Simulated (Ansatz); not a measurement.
**33S NMR of the central transition in WS2**

Cell: a structure deposited in the COD whose atoms were relaxed with PBE, the cell held.

Space group P6_3/mmc (No. 194); a = 3.1532, c = 12.3230 Å, γ = 120.00°.

| site | Wyckoff | site symmetry | x | y | z |
| --- | --- | --- | --- | --- | --- |
| W | 2c | -6m2 | 0.3333 | 0.6667 | 0.2500 |
| S | 4f | 3m. | 0.3333 | 0.6667 | 0.6221 |

One atom of each set is listed.

The numbers come from a DFT calculation in Ansatz (r2SCAN, plane waves and PAW, scalar-relativistic, collinear spin, 500 eV cutoff, Γ-centred 16×16×4 k-points, Fermi–Dirac smearing 0.02 eV). Start moments as typed (μB): 2 on each W, none on the rest.

33S has I = 3/2 and Q = -69.40 mb (Pyykkö 2018); at 21.1 T its Larmor frequency is ν₀ = 69.0 MHz. Only the quadrupole interaction is simulated: positions count from each site's isotropic chemical shift, and shift anisotropy, dipolar and J coupling are left out.

Simulated pattern of one S site (static powder, Gaussian broadening 5 kHz):

offset (kHz), height and a bar:
```
    -70.8          1 
    -67.9         14 ####
    -65.0         70 #####################
    -62.1        100 ##############################
    -59.2         75 ######################
    -56.3         57 #################
    -53.4         48 ##############
    -50.5         43 #############
    -47.5         39 ############
    -44.6         37 ###########
    -41.7         34 ##########
    -38.8         33 ##########
    -35.9         32 #########
    -33.0         31 #########
    -30.1         30 #########
    -27.2         29 #########
    -24.2         29 #########
    -21.3         28 ########
    -18.4         28 ########
    -15.5         28 ########
    -12.6         27 ########
     -9.7         27 ########
     -6.8         27 ########
     -3.9         27 ########
     -1.0         25 ########
      2.0         22 #######
      4.9         22 ######
      7.8         22 #######
     10.7         23 #######
     13.6         24 #######
     16.5         26 ########
     19.4         28 ########
     22.3         30 #########
     25.3         34 ##########
     28.2         40 ############
     31.1         53 ################
     34.0         71 #####################
     36.9         49 ###############
     39.8         10 ###
     42.7          0
```

(1) Which |C_Q| and η does the pattern imply?

Results:

(1) The pattern spans 100 kHz before broadening and its centre of gravity is at -19.3 kHz, which fixes P_Q; the places of the horns and steps fix η. That gives P_Q = 7.30 MHz, |C_Q| = 7.30 MHz and η = 0.00. The sign of C_Q can't be read from the pattern.

An axis of threefold or higher order runs through S, so V_zz lies along it and η is zero.

The largest force is 0.3 eV/Å, so the atoms aren't at the calculated equilibrium and relaxing them would move these values. The program didn't check the stability of this electronic state in full, so a lower one may lie near. Without spin–orbit coupling the gradients at and beside W can be off by some per cent, at some sites by more. The start moments die out, and the run ends without spin.

Hardware: 1 thread of Intel Xeon Platinum 8488C (Sapphire Rapids) (x86_64; 16 cores open to the job, memory cap 3.0 GiB, no GPU), a shared host with a load of 0.2 a core. Wall time 85 s, CPU time 85 s, peak memory 1 GiB.
